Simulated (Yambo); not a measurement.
A BSE run in Yambo for Rb₂NaYF₆ (space group Fm-3m, No. 225) (LDA bands; 4×4×4 mesh, 18 valence and 10 conduction bands, static screening with 107 bands and a 3 Ry block, scissor 4.00 eV, Tamm-Dancoff; field along x) gives:

```json
[
 {"state": "1", "energy (eV)": "8.70", "states within 2 meV": "3", "relative strength": "< 0.01", "class": "weak"},
 {"state": "2", "energy (eV)": "8.96", "states within 2 meV": "3", "relative strength": "1.00", "class": "strong"},
 {"state": "3", "energy (eV)": "8.97", "states within 2 meV": "1", "relative strength": "< 0.01", "class": "dark"},
 {"state": "4", "energy (eV)": "9.00", "states within 2 meV": "3", "relative strength": "< 0.01", "class": "dark"},
 {"state": "5", "energy (eV)": "9.08", "states within 2 meV": "3", "relative strength": "< 0.01", "class": "dark"}
]
```

**Question.** What changes when the screening block is changed to 1 Ry?

**Answer.** The lowest state goes from 8.701 eV to 8.752 eV, and its distance below the direct gap from 1.396 eV to 1.345 eV. These are vertical excitations (zero momentum). The scissor comes from a G0W0 run whose convergence isn't established.

Geometry of the Materials Project entry, not relaxed at this level; primitive cell a = 6.3829 Å, b = 6.3829 Å, c = 6.3829 Å, α = 60.00°, β = 60.00°, γ = 60.00°.
